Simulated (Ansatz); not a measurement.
Equation of state of magnesium, diamond

Level of theory: DFT, r2SCAN, plane waves (500 eV) with PAW, scalar-relativistic (Ansatz). The PAW files were generated under PBE, with cores re-solved for the functional.

The cell is scaled uniformly from the relaxed one, with fractional coordinates and shape fixed. Energies are extrapolated to zero smearing, pressures are those at the given smearing. Magnetic state: spin not included.

```csv
V (Å³/atom),E − E₀ (meV/atom),P (GPa)
35.561,23.9,1.86
37.178,9.4,1.10
38.794,1.9,0.48
40.410,0.1,-0.03
42.027,2.9,-0.45
43.643,9.7,-0.80
45.260,19.7,-1.08
```

(1) Fit a third-order Birch-Murnaghan equation.

## Answers

(1) V₀ = 40.18 Å³/atom, B₀ = 11.9 GPa, B₀′ = 3.8.
